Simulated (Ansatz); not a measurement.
**Zr₂C: computed properties**

Method: Ansatz 0.2.0, DFT PBE, scalar-relativistic, plane waves, PAW.

Settings: cutoff 420 eV, Γ-centred mesh 18×18×18 on the computed 3-atom cell, Gaussian smearing of 0.10 eV; no spin polarisation.

The structure is relaxed at this level of theory with its symmetry kept, and needn't be the ground state of this composition.

```cif
data_structure
_symmetry_space_group_name_H-M 'R-3m:H'
_symmetry_Int_Tables_number 166
_cell_length_a 3.3355
_cell_length_b 3.3355
_cell_length_c 16.1486
_cell_angle_alpha 90.000
_cell_angle_beta 90.000
_cell_angle_gamma 120.000
_cell_volume 155.59
loop_
_atom_site_label
_atom_site_type_symbol
_atom_site_symmetry_multiplicity
_atom_site_Wyckoff_symbol
_atom_site_fract_x
_atom_site_fract_y
_atom_site_fract_z
_atom_site_occupancy
Zr1 Zr 6 c 0.33333 0.66667 0.92224 1
C1 C 3 a 0.00000 0.00000 0.00000 1
```

| Item | Value |
| --- | --- |
| Space group | R-3m (No. 166) |
| Volume per atom | 17.29 Å³ |
| Formation energy from the elements' standard states (uncorrected) | -0.639 eV/atom |
| Kohn–Sham band gap | none (metal) |
| Density of states at the Fermi level | 1.6 states/eV per cell |
| Orbital (Löwdin) character within 0.5 eV of the Fermi level | Zr 4d 86 % |
| Bader charge by site (e) | Zr (2 in the cell) 1.08, C (1 in the cell) -2.16 |

The cell was found from a structure generator's guess, not taken from experiment. Löwdin shares on free-atom orbitals overweight diffuse shells.
